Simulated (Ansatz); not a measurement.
## La2Os: stable or not

The structure comes from a generated guess, relaxed at this level; another structure or a mixture of phases may lie lower.

Level of theory: DFT PBE, scalar-relativistic, plane waves, PAW (Ansatz). Plane waves to 420 eV, a 12×12×8 mesh through Γ for the 3-atom cell and 0.10 eV Gaussian smearing; no spin polarisation.

Space group P-3m1 (No. 164). a = 4.256 Å, b = 4.256 Å, c = 6.515 Å, α = 90.00°, β = 90.00°, γ = 120.00°
```json
{"atom": "La", "site": "2d", "symmetry": "3m.", "x": "0.3333", "y": "0.6667", "z": "0.2241"}
{"atom": "Os", "site": "1a", "symmetry": "-3m.", "x": "0.0000", "y": "0.0000", "z": "0.0000"}
```

The zero of energy is the elements' standard structures at the same level; no fitted shifts are applied.

Question: These tests were run: energy against the elements; phonons on a 2×2×1 q mesh; elastic tensor. What do they show?

Answer:

```
                       test                         result
energy against the elements                  −0.06 eV/atom
  phonons on a 2×2×1 q mesh  no imaginary mode on the mesh
             elastic tensor         least eigenvalue 5 GPa
```

It fails none of these tests outright. Whether a mixture of other phases lies lower isn't tested here. Undecided within the accuracy: elastic tensor.

These runs have no spin–orbit coupling, which can matter for Os. The run for the phonons used a 12×12×8 k mesh and Fermi–Dirac smearing of 0.15 eV. The run for the elastic tensor used a 12×12×8 k mesh and Fermi–Dirac smearing of 0.15 eV.
